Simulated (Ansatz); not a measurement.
Input:

SiC:
```
SiC
1.0
    3.05634     0.00000     0.00000
   -1.52817     2.64687     0.00000
    0.00000     0.00000     5.01605
Si C
2 2
Direct
  0.33333   0.66667   0.49960
  0.66667   0.33333   0.99960
  0.33333   0.66667   0.87540
  0.66667   0.33333   0.37540
```

This is the LDA-relaxed structure. x, y and z are the axes in which the lattice vectors are written.

Task: All from LDA in the plane-wave PAW code Ansatz, unless another level is named. Estimate the zero-point energy.

Result: 111.1 meV/atom.

Task: And the highest zone-centre frequency (without LO–TO term)?

Result: 841 cm⁻¹.

Task: Next, the vibrational entropy at 300 K?

Result: 8.5 J/(K·mol of atoms).

Task: Predict the bulk modulus (Birch–Murnaghan fit).

Result: 231 GPa.

Task: Give the elastic constants (relaxed ions, GPa).

Result: C11 = 522, C12 = 115, C13 = 59.9, C33 = 564, C44 = 155.

Space group P6_3mc (wurtzite). The cell was relaxed with LDA under the symmetry of its start; phonons on a q-mesh show no instability.

Potentials: the earlier of the program's two PAW sets.
